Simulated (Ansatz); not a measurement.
FePO4 in space group Cmcm (No. 63; Fe on 4a, P on 4c, O on 8f, O on 8g) under volume change, HSE06 (plane waves, PAW; program Ansatz), shape and atoms relaxed at each volume.

```json
[
 {"V (Å³/atom)": "9.899", "E − E(relaxed) (meV/atom)": "32.8", "P (GPa)": "11.66"},
 {"V (Å³/atom)": "10.226", "E − E(relaxed) (meV/atom)": "13.8", "P (GPa)": "7.14"},
 {"V (Å³/atom)": "10.552", "E − E(relaxed) (meV/atom)": "3.2", "P (GPa)": "3.29"},
 {"V (Å³/atom)": "10.879", "E − E(relaxed) (meV/atom)": "0.0", "P (GPa)": "-0.01"},
 {"V (Å³/atom)": "11.205", "E − E(relaxed) (meV/atom)": "2.9", "P (GPa)": "-2.80"},
 {"V (Å³/atom)": "11.531", "E − E(relaxed) (meV/atom)": "___", "P (GPa)": "___"},
 {"V (Å³/atom)": "11.858", "E − E(relaxed) (meV/atom)": "___", "P (GPa)": "___"}
]
```

Q: What belongs in the gaps?

A: 
- 11.858, E − E(relaxed) (meV/atom): 23.6
- 11.858, P (GPa): -7.11
- 11.531, E − E(relaxed) (meV/atom): 11.1
- 11.531, P (GPa): -5.15

Q: What does a third-order Birch–Murnaghan fit give for V₀, B₀ and B′?

A: V₀ = 10.88 Å³/atom, B₀ = 100 GPa, B′ = 4.5.

The workflow started from a Materials Project entry (that database holds measured and hypothetical structures alike); the Crystallography Open Database copy checked does not list it. COD files the formula under space group No. 14, 61, 62, 152. Its standing as an ambient phase is unchecked. The HSE06 relaxation kept the symmetry of its start, as lowered by the spin order; whether a distortion lowers the energy is not shown. Magnetic state: antiferromagnetic, the only order run, not a proven ground state. Other orbital occupations within this spin state were not tried.

Potentials: the later of the program's two PAW sets.
